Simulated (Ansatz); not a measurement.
Hf:
Space group P6₃/mmc (No. 194); a = 3.121 Å, b = 3.121 Å, c = 4.939 Å, α = 90.00°, β = 90.00°, γ = 120.00°

```json
[
 {"atom": "Hf", "site": "2c", "symmetry": "-6m2", "x": "0.3333", "y": "0.6667", "z": "0.2500"}
]
```

Relaxed at zero pressure with plane-wave PAW LDA (Ansatz code).

Question: The volume is raised by 9 % and shape and atoms relax at that volume. What pressure results, and how do the axes share the change?

Answer: -9.0 GPa; a 3.1 %, b 3.1 %, c 2.6 %; the energy rises by 56 meV/atom.

Question: Give the new structure.

Answer: 
Space group P6₃/mmc (No. 194); a = b = 3.2162 Å, c = 5.0685 Å, α = β = 90.00°, γ = 120.00°

```json
[
 {"atom": "Hf", "site": "2c", "symmetry": "-6m2", "x": "0.3333", "y": "0.6667", "z": "0.2500"}
]
```

The phase is kept; no other phase was compared at this pressure.

Space group P6_3/mmc (hcp (Mg type)). Symmetry was held in the LDA relaxation. No spin polarisation was allowed. Axis ratios of metals converge slowly with the k-mesh, so a and c are less sure than the volume. Spin–orbit coupling is left out wherever it is not named.

Potentials: the earlier of the program's two PAW sets. The files were generated under PBE; for other functionals the program regenerates the frozen cores, and for LDA and PBEsol the local potential too.
